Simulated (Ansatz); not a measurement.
Relaxed BN (zinc blende):

```xyz
2
Lattice="0.0000 1.8028 1.8028 1.8028 0.0000 1.8028 1.8028 1.8028 0.0000" Properties=species:S:1:pos:R:3 pbc="T T T"
N      2.7043     2.7043     2.7043
B      0.0000     0.0000     0.0000
```

Two-dimensional scan of atom 1 (N, nearest neighbour B at 1.561 Å; its periodic images, 2.5 Å or more away, move with it): u runs along (1.000, 0.000, 0.000), v along (0.000, 1.000, 0.000) (Cartesian). Cell and other atoms are fixed.

Computed with PBEsol (plane waves to 420 eV, PAW, scalar-relativistic; Ansatz, a quantum-chemistry and plane-wave program). k mesh 13×13×13 (Γ-centred), Fermi-Dirac smearing 0.05 eV. Compression counts positive. BN was relaxed with its symmetry unable to fall.

Changes of P (GPa) from the point u = 0.000 Å, v = 0.000 Å when one coordinate moves alone (two changes are said to add if the coupling is within 5 % of the smaller one, nearly so within 20 %):

```json
[
 {"point": "u = 0.000 Å, v = -0.230 Å", "change": "15.39"},
 {"point": "u = 0.000 Å, v = -0.153 Å", "change": "7.01"},
 {"point": "u = 0.000 Å, v = -0.077 Å", "change": "1.78"},
 {"point": "u = -0.230 Å, v = 0.000 Å", "change": "15.39"},
 {"point": "u = -0.153 Å, v = 0.000 Å", "change": "7.01"},
 {"point": "u = -0.077 Å, v = 0.000 Å", "change": "1.78"},
 {"point": "u = 0.077 Å, v = 0.000 Å", "change": "1.78"},
 {"point": "u = 0.153 Å, v = 0.000 Å", "change": "7.01"},
 {"point": "u = 0.230 Å, v = 0.000 Å", "change": "15.39"},
 {"point": "u = 0.000 Å, v = 0.077 Å", "change": "1.78"},
 {"point": "u = 0.000 Å, v = 0.153 Å", "change": "7.01"},
 {"point": "u = 0.000 Å, v = 0.230 Å", "change": "15.39"}
]
```

### Question
What is the change at u = 0.077 Å, v = 0.153 Å, where both move, and how far is it from the sum?

### Answer
The sum of the single changes is 1.78 + (7.01) = 8.79; the calculation gives 8.90, so the coupling contributes 0.11 (under 20 % of the smaller single change, nearly additive).

### Question
What is the change at u = 0.230 Å, v = -0.153 Å, where both move, and how far is it from the sum?

### Answer
The sum of the single changes is 15.39 + (7.01) = 22.40; the calculation gives 23.46, so the coupling contributes 1.06 (under 20 % of the smaller single change, nearly additive).

### Question
What is the change at u = 0.230 Å, v = 0.077 Å, where both move, and how far is it from the sum?

### Answer
The sum of the single changes is 15.39 + (1.78) = 17.17; the calculation gives 17.44, so the coupling contributes 0.27 (under 20 % of the smaller single change, nearly additive).

(For displaced atoms, the force is minus the slope of the energy, and its curvature is a force constant, which sets phonon frequencies.)
